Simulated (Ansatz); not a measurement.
**Sensitivity of the gradients in BeH₂O₂ to the input**

Cell: a COD entry, ions relaxed with r2SCAN at fixed cell.

```cif
data_BeH2O2
_symmetry_space_group_name_H-M 'P2_12_12_1'
_symmetry_Int_Tables_number 19
_cell_length_a 4.5336
_cell_length_b 4.6255
_cell_length_c 7.0384
_cell_angle_alpha 90.000
_cell_angle_beta 90.000
_cell_angle_gamma 90.000
loop_
_atom_site_label
_atom_site_type_symbol
_atom_site_symmetry_multiplicity
_atom_site_Wyckoff_symbol
_atom_site_fract_x
_atom_site_fract_y
_atom_site_fract_z
Be Be 4 a 0.0365 0.7002 0.6261
H5 H 4 a 0.2727 0.0932 0.5687
H9 H 4 a 0.3531 0.4245 0.7819
O13 O 4 a 0.1824 0.1103 0.0495
O17 O 4 a 0.1557 0.4080 0.7287
```

One atom of each set is listed.

Reference run. The numbers come from a DFT calculation in Ansatz (r2SCAN, plane waves and PAW, scalar-relativistic, 500 eV cutoff, Γ-centred 5×5×3 k-points, Fermi–Dirac smearing 0.02 eV).

Question: The input is changed as follows: `hamiltonian.pseudopotentials`: {kind: paw} → {kind: paw, source: jth}; `accuracy`: not typed → low. What happens to V_zz (10²¹ V/m²) and η?

Answer: 

```json
{"site": "Be", "V_zz reference": "0.060", "η reference": "0.55", "V_zz changed": "0.081", "η changed": "0.55"}
{"site": "H5", "V_zz reference": "3.80", "η reference": "0.05", "V_zz changed": "3.81", "η changed": "0.05"}
{"site": "H9", "V_zz reference": "3.75", "η reference": "0.05", "V_zz changed": "3.76", "η changed": "0.05"}
{"site": "O13", "V_zz reference": "10.96", "η reference": "0.48", "V_zz changed": "10.86", "η changed": "0.46"}
{"site": "O17", "V_zz reference": "10.85", "η reference": "0.46", "V_zz changed": "10.77", "η changed": "0.45"}
```

The largest change of V_zz is on O13, from 10.96 to 10.86. In per cent, |V_zz| changes by 0 on H, -1 on O (all sites that start above 0.5). The cutoff that the program takes moves with it, from 500 to 1380 eV. The changed run reads another set of PAW files, with 72 valence electrons a neutral cell instead of 64. New warnings: radial quadrature taken. In the changed run the accuracy preset is low, yet the gradients stay close to the reference.
